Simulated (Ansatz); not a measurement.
ScSi:
```xyz
2
Lattice="3.3200 0.0000 0.0000 0.0000 3.3200 0.0000 0.0000 0.0000 3.3200" Properties=species:S:1:pos:R:3 pbc="T T T"
Sc     0.0000     0.0000     0.0000
Si     1.6600     1.6600     1.6600
```

This is the r²SCAN-relaxed structure.

### Question
All from the program Ansatz at the r²SCAN level (PAW), unless another level is named. Predict the electronic character.

### Answer
metallic (no gap).

### Question
Give the formation energy from the elements (no fitted shifts).

### Answer
-0.39 eV/atom.

### Question
And the density of states at the Fermi level?

### Answer
1.2 states/eV per atom (mean over ±0.08 eV).

Space group Pm-3m (CsCl type). A made-up cell: these elements were put on the sites of a structure type; neither database checked (COD, Materials Project) lists it. Whether it is the stable phase at ambient conditions was not checked. The r²SCAN relaxation kept the symmetry of its start. At this level the phase is mechanically unstable. No spin polarisation was allowed. The references are the lowest solids computed at this level, not always the standard phases.

Potentials: the later of the program's two PAW sets.
